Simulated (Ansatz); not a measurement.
## Cutoff convergence: CeAl3Pd2

System: CeAl3Pd2 (parent space group No. 191, strained and rattled), 6 atoms in the cell.

```yaml
crystal:
  lattice:
    - [-0.02378, -0.01619, 4.19121]
    - [5.54118, -0.01137, -0.03057]
    - [-2.78044, 4.70801, -0.00274]
  atoms:
    - { symbol: Ce, position: [0.40946, 0.66203, 0.22331] }
    - { symbol: Al, position: [0.91335, 0.15526, 0.21660] }
    - { symbol: Al, position: [0.91128, 0.16378, 0.72895] }
    - { symbol: Al, position: [0.90652, 0.66827, 0.72187] }
    - { symbol: Pd, position: [0.42093, 0.31550, 0.55518] }
    - { symbol: Pd, position: [0.40436, 0.00198, 0.91110] }
```
Lattice in Å, positions in fractions of it.

Theory: r²SCAN, plane waves, PAW datasets (generated hard set) in Ansatz.

k-mesh 3×3×3 Γ-centred; Fermi–Dirac smearing of 0.15 eV; no spin polarisation; no spin–orbit coupling.

Cutoffs run: 600, 700, 850 eV. At 850 eV the pressure at a fixed basis is -0.72 GPa and the rms force 0.467 eV/Å.

From which of these cutoffs on do the forces lie within 20 meV/Å (rms) of the highest one?

Even the lowest tried, 600 eV, does.

What pressure at a fixed basis does the 600 eV run show?

-0.75 GPa.

Give the whole series.


| cutoff (eV) | E − E(top) (meV/atom) | pressure at fixed basis (GPa) | corrected pressure (GPa) | rms force change (meV/Å) |
| --- | --- | --- | --- | --- |
| 600 | 2.6 | -0.75 | -0.69 | 0.5 |
| 700 | 1.1 | -0.74 | -0.70 | 0.4 |
| 850 | 0.0 | -0.72 | -0.70 | 0.0 |

The k-mesh is coarse, so these values belong to this mesh and can lie far from the converged ones. The open f shell is treated without spin here, so this is a model state and not the ground state. With an open f shell the self-consistent state may not be the lowest one. Potentials made with PBE were used with another functional.
